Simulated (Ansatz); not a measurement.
TaRh₃ (Cu3Au type, space group No. 221) under volume change, LDA (plane waves, PAW; program Ansatz), scaled uniformly.

```
V (Å³/atom)  E − E(relaxed) (meV/atom)  P (GPa)
-----------  -------------------------  -------
12.679                           131.2    36.65
13.097                            54.8    22.29
13.515                            12.9    10.19
13.933                             0.0     0.00
14.351                            11.5    -8.58
14.769                            43.6   -15.80
15.187                            92.9   -21.86
```

Problem. What does a third-order Birch–Murnaghan fit give for V₀, B₀ and B′?

Solution. V₀ = 13.93 Å³/atom, B₀ = 311 GPa, B′ = 4.7.

Space group Pm-3m (Cu3Au type). The workflow started from a Materials Project entry (that database holds measured and hypothetical structures alike); the Crystallography Open Database files this formula in space group No. 221, but the cells were not matched. Its standing as an ambient phase is unchecked. Symmetry was held in the LDA relaxation; of distortions, only those at the zone centre were tested. No spin polarisation was allowed. Scalar-relativistic: spin–orbit coupling is off unless named, which matters more the heavier the elements.

Potentials: the later of the program's two PAW sets.
